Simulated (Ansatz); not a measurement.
Space group Pm-3m (No. 221). a = 2.873 Å, b = 2.873 Å, c = 2.873 Å, α = 90.00°, β = 90.00°, γ = 90.00°
```json
{"atom": "Ga", "site": "1a", "symmetry": "m-3m", "x": "0.0000", "y": "0.0000", "z": "0.0000"}
{"atom": "Ni", "site": "1b", "symmetry": "m-3m", "x": "0.5000", "y": "0.5000", "z": "0.5000"}
```

Equation of state of this GaNi structure (not necessarily the ground state), with shape and atoms relaxed at each volume where symmetry leaves them free. It has no gap at any of these volumes. Computed with DFT PBEsol, scalar-relativistic, plane waves, PAW in Ansatz 0.2.0.

Cutoff 420 eV; k points 14×14×14 on the computed 2-atom cell (Γ-centred); Gaussian smearing, width 0.10 eV; no spin polarisation.

| V (Å³/atom) | E − E(largest V) (meV/atom) | P (GPa) |
| --- | --- | --- |
| 10.433 | 65.97 | 30.60 |
| 10.788 | 9.23 | 20.86 |
| 11.144 | -27.68 | 12.68 |
| 11.499 | -47.92 | 5.81 |
| 11.855 | -54.14 | 0.03 |
| 12.211 | -48.60 | -4.83 |
| 12.566 | -33.18 | -8.90 |
| 13.041 | 0.00 | -13.29 |

Q: Fit a third-order Birch–Murnaghan equation to E(V).

A: V0 = 11.86 Å³/atom, B0 = 176 GPa, B0' = 4.8.